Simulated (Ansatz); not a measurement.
The cell whose phonons are given is a generated cell of ZrO2: the first start was made by placing the elements on the sites of a structure type, and the end was not matched to a known phase here, so it may be hypothetical. Known forms of ZrO2 include space group No. 14, 137, 225.

Phonons of a relaxed structure of ZrO₂ by density-functional perturbation theory (low response-accuracy setting, no LO–TO term) at the zone centre. These are PBE (plane waves to 420 eV, PAW, scalar-relativistic; Ansatz, a first-principles code) values and carry that method's errors. Γ-centred k-mesh 6×6×4, Fermi–Dirac smearing 0.05 eV.

```
CELL_PARAMETERS angstrom
      6.42291     0.00000     0.00000
     -3.21146     5.56240     0.00000
      0.00000     0.00000    10.48095
ATOMIC_POSITIONS crystal
  Zr 0.33333 0.66667 0.06240
  Zr 0.66667 0.33333 0.56240
  Zr 0.66667 0.33333 0.93760
  Zr 0.33333 0.66667 0.43760
  O  0.33333 0.66667 0.25000
  O  0.66667 0.33333 0.75000
  O  0.50000 0.00000 0.00000
  O  0.50000 0.50000 0.50000
  O  0.00000 0.50000 0.00000
  O  0.50000 0.00000 0.50000
  O  0.50000 0.50000 0.00000
  O  0.00000 0.50000 0.50000
```

Space group P6₃/mmc (No. 194), AFLOW prototype A2B_hP12_194_cg_f (C10, as in SiO2).

Is this structure dynamically stable at those wavevectors?

No instability shows at these points (nothing beyond 15i cm⁻¹, the threshold used here). Other wavevectors were not sampled, so this does not prove stability.

Give the phonon wavenumbers.


```csv
q,wavenumbers (cm⁻¹; i marks imaginary)
Γ,"0 (×3), 16 (×2), 54 (×2), 59 (×2), 174 (×2), 183 (×2), 187, 188, 256, 257 (×4), 261 (×2), 329 (×3), 342 (×2), 353, 634, 636 (×2), 637 (×2), 867, 922, 929"
```

No spin polarisation in the result.
